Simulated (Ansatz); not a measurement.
## zincblende-structured BiN

Computed with Ansatz (plane waves, PAW, 420 eV cutoff): PBE, scalar-relativistic, no spin polarisation, Γ-centred 8×8×8 mesh, 0.05 eV Gaussian smearing. The datasets are Ansatz's generated set soft_2.

```
CELL_PARAMETERS angstrom
0.00000 5.55221 5.55221
2.77610 0.00000 2.77610
2.77610 2.77610 0.00000
ATOMIC_POSITIONS crystal
Bi 0.00000 0.00000 0.00000
N 0.12500 0.25000 0.25000
Bi 0.50000 0.00000 0.00000
N 0.62500 0.25000 0.25000
```

The structure was built from a prototype; whether the compound forms in it isn't claimed.

The cell above (space group F-43m at a tolerance of 0.05 Å) comes from a relaxation within its symmetry on a finer mesh. All atoms were then moved at random (spread 0.10 Å) and the cell was relaxed without symmetry.

Problem. What does it relax into?

Solution. It doesn't stay. The energy falls by 74.5 meV/atom and the symmetry goes from F-43m to R3m (No. 160, tolerance 0.05 Å), with a volume change of -7.2 %. The gap goes from zero (metallic) to 0.78 eV.

The relaxed cell:

```xyz
4
Lattice="0.0248 5.9508 5.9151 2.4990 0.4859 2.4840 2.9830 2.9858 0.0020" Properties=species:S:1:pos:R:3 pbc="T T T"
Bi    0.0937   -0.1063    0.0624
N     1.2724    1.6998    1.2251
Bi    0.1060    2.8691    3.0199
N     1.2848    4.6751    4.1826
```

Conventional cell at that tolerance: a = 4.21 Å, b = 4.21 Å, c = 7.79 Å, α = 90.00°, β = 90.00°, γ = 120.00°.

```tsv
step (a selection, trial steps included)	E − E(end) (meV/atom)
1	107.2
2	95.5
4	61.2
5	49.0
7	8.8
8	4.3
9	4.2
11	3.4
12	3.4
13	3.5
15	3.4
16	0.1
18	0.0
19	0.0
```

No spin–orbit coupling, a notable omission for heavy elements. The k-mesh is coarse, so small energy differences aren't converged.
